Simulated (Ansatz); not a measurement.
Input and command of a calculation in Ansatz (plane waves; scalar-relativistic PAW potentials unless the input names others):

```yaml
crystal:
  lattice:
    - [2.6900676669, 1.5531112916, 4.7291498412]
    - [-2.6900676669, 1.5531112916, 4.7291498412]
    - [0.0, -3.1062225832, 4.7291498412]
  atoms:
    - { symbol: Na, position: [0.5, 0.5, 0.5] }
    - { symbol: As, position: [0.0, 0.0, 0.0] }
    - { symbol: F, position: [0.3188201769, 0.1041266299, 0.7907664365] }
    - { symbol: F, position: [0.7907664365, 0.3188201769, 0.1041266299] }
    - { symbol: F, position: [0.1041266299, 0.7907664365, 0.3188201769] }
    - { symbol: F, position: [0.6811798231, 0.8958733701, 0.2092335635] }
    - { symbol: F, position: [0.2092335635, 0.6811798231, 0.8958733701] }
    - { symbol: F, position: [0.8958733701, 0.2092335635, 0.6811798231] }
basis:
  ecutwfc: 420
  xc_grid: 2
  ecutrho_ratio: 9
kpoints:
  mp_grid: { grid: [6, 6, 6] }
hamiltonian:
  xc: pbesol
scf:
  occupations: { method: gaussian, width: 0.02 }
output:
  forces: true
  eigenvalues: true
  stress: true
```

```bash
ansatz run input.yaml --threads 4 --pin off --max-ram 9216MiB --backend cpu --events-out ev --progress --plain --runs-dir out
```

Abridged log:
```
Pseudopotentials: kind: paw
Pseudopotential: Na, paw, valence charge 9, recommended cutoff 420 eV (normal)
Pseudopotential: As, paw, valence charge 15, recommended cutoff 420 eV (normal)
Pseudopotential: F, paw, valence charge 7, recommended cutoff 420 eV (normal)
Functional definition: PBEsol
Crystal: 8 atoms, lattice volume = 118.550 Å³
Basis set: ecut = 420 eV, 2295 PW (Γ), exchange–correlation on 120×120×120 points (8 copies of the dense FFT grid, shifted against one another)
Bands: 41, of which v1, the nominal top of the filled ones, is band 33 counted from 1 (32 counted from 0)
Symmetry: 6 space group operations
Space group: R-3 (ITA 148), of the structure as read, at distance tolerance 4.9e-5 Å
k-points: 40 of 216
Initial density: superposition of atomic densities (neutral atoms: chi_scale 0, normalization atom), corrected by the library's trained network
Initial wavefunctions: pseudopotential atomic-orbital guess
Functional: x = pbesol(κ = 0.804, μ = 0.12345679), c = pbesol(β = 0.046)
SCF iter   1: F=—  HF=-11094.042960 eV  |F-HF|=—  |Δ(HF+E_count)|=         —  Δρ=1.10e-2  dr2=8.48e-2  ethr=1.77e-3  ⟨swp⟩=5.9  Hψ=6872  notcnv=0  defer=1
SCF iter   2: F=—  HF=-11094.016905 eV  |F-HF|=—  |Δ(HF+E_count)|=   2.61e-2  Δρ=1.37e-3  dr2=8.16e-4  ethr=1.28e-4  ⟨swp⟩=2.1  Hψ=3074  notcnv=0  defer=96
SCF iter   3: F=—  HF=-11094.016815 eV  |F-HF|=—  |Δ(HF+E_count)|=   8.99e-5  Δρ=5.01e-4  dr2=2.02e-4  ethr=1.24e-6  ⟨swp⟩=2.0  Hψ=3046  notcnv=0  defer=56
automatic band count: iteration 3 solves 40 bands in place of 41: the levels show a gap, and the empty bands left out lie too high to hold charge; the band table lists the bands solved (type scf.n_extra_bands for more)
SCF iter   4: F=—  HF=-11094.016965 eV  |F-HF|=—  |Δ(HF+E_count)|=   1.50e-4  Δρ=1.90e-4  dr2=3.19e-5  ethr=3.06e-7  ⟨swp⟩=2.2  Hψ=2288  notcnv=0  defer=56
SCF iter   5: F=—  HF=-11094.017011 eV  |F-HF|=—  |Δ(HF+E_count)|=   4.61e-5  Δρ=3.63e-5  dr2=2.28e-6  ethr=4.83e-8  ⟨swp⟩=2.0  Hψ=2784  notcnv=0  defer=56
SCF iter   6: F=—  HF=-11094.017017 eV  |F-HF|=—  |Δ(HF+E_count)|=   5.46e-6  Δρ=1.11e-5  dr2=1.53e-7  ethr=3.46e-9  ⟨swp⟩=2.0  Hψ=2290  notcnv=0  defer=56
SCF iter   7: F=-11094.017017 eV  HF=-11094.017017 eV  |F-HF|=2.25e-8  |Δ(HF+E_count)|=   3.13e-7  Δρ=2.84e-6  dr2=1.05e-8  ethr=1.52e-10  ⟨swp⟩=8.2  Hψ=6818  notcnv=0
SCF 1 converged in 7 iterations: F = -11094.017017 eV  dr2 = 1.05e-8
SCF converged after 7 iterations
Free energy (F): -11094.017017 eV
Harris-Foulkes:  -11094.017017 eV  (|F-HF|=2.25e-8)
Internal energy: -11094.017017 eV  (E = F + TS)
E sigma→0 (E₀):  -11094.017017 eV
Fermi energy:    1.663227 eV
--- Forces (eV/Å), atoms counted from 1 ---
  atom   1  Na     0.00000000     0.00000000     0.00000000
  atom   2  As     0.00000000     0.00000000     0.00000000
  atom   3  F     -0.00016284     0.00030335     0.00042842
  atom   4  F     -0.00018129    -0.00029270     0.00042842
  atom   5  F      0.00034413    -0.00001065     0.00042842
  atom   6  F      0.00016284    -0.00030335    -0.00042842
  atom   7  F      0.00018129     0.00029270    -0.00042842
  atom   8  F     -0.00034413     0.00001065    -0.00042842
--- Stress (GPa, compression-positive) ---
        0.030596       0.000000       0.000000
        0.000000       0.030596       0.000000
        0.000000       0.000000      -0.035919
  P = ⅓ Tr σ = 0.0084 GPa (0.084 kbar)
```

Apart from outputs, empty bands and the relaxation, which only the reference makes, the input differs from a reference run on usual settings in basis.xc_grid: not typed → 2; basis.ecutrho_ratio: not typed → 9. The reference, at the same geometry, ended its own course with pressure 0.01 GPa, largest force 0.001 eV/Å, gap on the mesh 5.56 eV. This run converged in 7 SCF iterations with an energy at zero smearing within 0.01 meV/atom of the reference's, pressure 0.01 GPa, largest force 0.001 eV/Å, gap on the mesh 5.56 eV.

Time: 3 s on 4 threads of Intel(R) Xeon(R) Platinum 8259CL CPU @ 2.50GHz (Skylake/Cascade Lake), with other jobs on the host, peak memory 0.71 GiB.